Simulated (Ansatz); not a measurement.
IrW:
```yaml
crystal:
  lattice:
    - [4.41371, 0.00000, 0.00000]
    - [0.00000, 2.74218, 0.00000]
    - [0.00000, 0.00000, 4.78410]
  atoms:
    - { symbol: Ir, position: [0.25000, 0.50000, 0.32416] }
    - { symbol: Ir, position: [0.75000, 0.50000, 0.67584] }
    - { symbol: W, position: [0.25000, 0.00000, 0.82775] }
    - { symbol: W, position: [0.75000, 0.00000, 0.17225] }
```

Relaxed with LDA. Special points in fractions of this cell's reciprocal vectors: Γ (0.000, 0.000, 0.000); X (0.500, 0.000, 0.000); S (0.500, 0.500, 0.000); Y (0.000, 0.500, 0.000); Z (0.000, 0.000, 0.500); U (0.500, 0.000, 0.500); R (0.500, 0.500, 0.500); T (0.000, 0.500, 0.500).

Question: List the band energies nearest the Fermi level at these points for DFT-LDA in the program Ansatz with PAW potentials.

Answer: In eV from the Fermi level; about four levels below and three above (degenerate sets whole), none deeper than 8.9 eV; points with the same levels are listed once.

```json
[
 {"k": "Γ", "below": "-1.32 -1.24 -0.85 -0.13", "above": "0.55 2.70 3.41"},
 {"k": "X", "below": "-2.09 -2.09 -1.05 -1.05", "above": "0.38 0.38 1.80 1.80"},
 {"k": "S", "below": "-1.42 -1.42 -0.04 -0.04", "above": "2.06 2.06 4.25 4.25"},
 {"k": "Y", "below": "-1.37 -1.24 -0.98 -0.28", "above": "1.25 2.18 2.52"},
 {"k": "Z", "below": "-1.02 -0.89 -0.81 -0.65", "above": "0.89 1.78 2.21"},
 {"k": "U", "below": "-1.86 -1.86 -1.02 -1.02", "above": "1.66 1.66 1.73 1.73"},
 {"k": "R", "below": "-4.71 -4.71 -1.25 -1.25", "above": "0.40 0.40 0.49 0.49"},
 {"k": "T", "below": "-1.95 -1.29 -1.04 -0.62", "above": "1.96 2.24 2.46"}
]
```

Space group Pmma. The first step of the workflow began from a Materials Project structure, measured or hypothetical; the Crystallography Open Database files this formula in space group No. 51, but the cells were not matched. Its standing as an ambient phase is unchecked. The LDA relaxation kept the symmetry of its start; of distortions, only those at the zone centre were tested. The run is not spin-polarised. Scalar-relativistic: spin–orbit coupling is off unless named, which matters more the heavier the elements.

Potentials: the later of the program's two PAW sets.
